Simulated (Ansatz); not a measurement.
ZrRu:
```yaml
crystal:
  lattice:
    - [0.00000, 2.67808, 2.67808]
    - [2.67808, 0.00000, 2.67808]
    - [2.67808, 2.67808, 0.00000]
  atoms:
    - { symbol: Ru, position: [0.00000, 0.00000, 0.00000] }
    - { symbol: Zr, position: [0.50000, 0.50000, 0.50000] }
```

Relaxed with PBE. Special points in fractions of this cell's reciprocal vectors: Γ (0.000, 0.000, 0.000); X (0.500, 0.000, 0.500); U (0.625, 0.250, 0.625); K (0.375, 0.375, 0.750); L (0.500, 0.500, 0.500); W (0.500, 0.250, 0.750).

Problem. List the band energies nearest the Fermi level at these points for DFT-PBE with spin–orbit coupling in the program Ansatz with PAW potentials.

Solution. In eV from the Fermi level; about four levels below and three above (degenerate sets whole), none deeper than 8.9 eV; points with the same levels are listed once.

```
k                                below                above
-  -----------------------------------  -------------------
Γ  -2.91 -2.91 -2.91 -2.91 -2.81 -2.81  4.29 4.29 4.29 4.29
X              -0.20 -0.20 -0.07 -0.07  0.62 0.62 3.58 3.58
U              -1.58 -1.58 -0.47 -0.47  1.56 1.56 2.59 2.59
L              -0.48 -0.48 -0.32 -0.32  0.52 0.52 0.55 0.55
W              -0.40 -0.40 -0.13 -0.13  1.18 1.18 2.42 2.42
```

Space group Fm-3m (rock salt). The start of the workflow was typed in or built on a structure type; neither database checked (COD, Materials Project) lists it. COD files the formula under space group No. 221. Whether it is the stable phase at ambient conditions was not checked. The PBE relaxation kept the symmetry of its start; its stability against distortions is not shown here. The run is not spin-polarised.

Potentials: the later of the program's two PAW sets.
